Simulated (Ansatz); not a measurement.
The elements of this relaxed trial crystal are hidden behind letters.

```
lattice vectors (Å)
   5.2824    0.0000    0.0000
   0.0000    5.2824    0.0000
   0.0000    0.0000    5.2824
fractional positions
X 0.0000 0.0000 0.0000
X 0.5000 0.5000 0.0000
X 0.5000 0.0000 0.5000
X 0.0000 0.5000 0.5000
Z 0.5000 0.5000 0.5000
```

These are results of Ansatz, DFT PBE, scalar-relativistic, plane waves, PAW, not measurements. Cutoff 420 eV, Γ-centred 8×8×8 mesh (5-atom cell), Gaussian smearing of 0.10 eV, no spin polarisation.

```
Space group                              : Pm-3m (No. 221)
Conventional cell                        : a = 5.282 Å
Volume per atom                          : 29.48 Å³
Density                                  : 5.52 g/cm³
Formation energy                         : +0.26 eV/atom
Gap on the 8×8×8 mesh of the 5-atom cell : 0 eV (a metal)
```

Energies are uncorrected and count from the elements' standard states at the same level.

Problem. X is a p-block element of period 5 and Z is a p-block element of period 3. Which elements are they?

Solution. X = In, Z = P, so the formula is In4P. Density times volume gives a mean mass of 5.52 × 29.48/1.6605 = 98.0 u per atom, and this set has 98.0 u. Among the elements that the hints allow, noble gases aside, only these give it. Around In on a site of symmetry m-3m lie 12 In at 3.74 Å; In on a site of symmetry 4/mmm has 2 P at 2.64 Å and 12 In at 3.74 Å; P is surrounded by 6 In at 2.64 Å.

The cell is a metal run without spin; a magnetic state may lie lower. A structure relaxed within its symmetry needn't be a true minimum. Another cell of In4P relaxed alike, in Im-3m, lies 43 meV/atom lower, so this cell isn't the stable form at this level.
